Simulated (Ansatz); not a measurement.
Method: DFT, PBEsol, plane waves (420 eV) with PAW, scalar-relativistic in Ansatz. (PAW data from PBE, frozen cores regenerated.)

An element in the diamond structure gives this curve. The cell is scaled uniformly from the relaxed one, with fractional coordinates and shape fixed. Energies are extrapolated to zero smearing, pressures are those at the given smearing. Magnetic state: spin not included.

```csv
V (Å³/atom),E − E₀ (meV/atom),P (GPa)
21.005,167.0,21.11
21.960,68.4,12.65
22.914,15.5,5.71
23.869,0.0,-0.02
24.824,15.5,-4.74
25.779,56.7,-8.65
26.733,118.9,-11.87
```

Q: Which element is it?
A. tungsten
B. aluminium
C. germanium
D. zinc

A: A. Its fit is V₀ = 23.84 Å³/atom, B₀ = 130 GPa, B₀′ = 3.8.
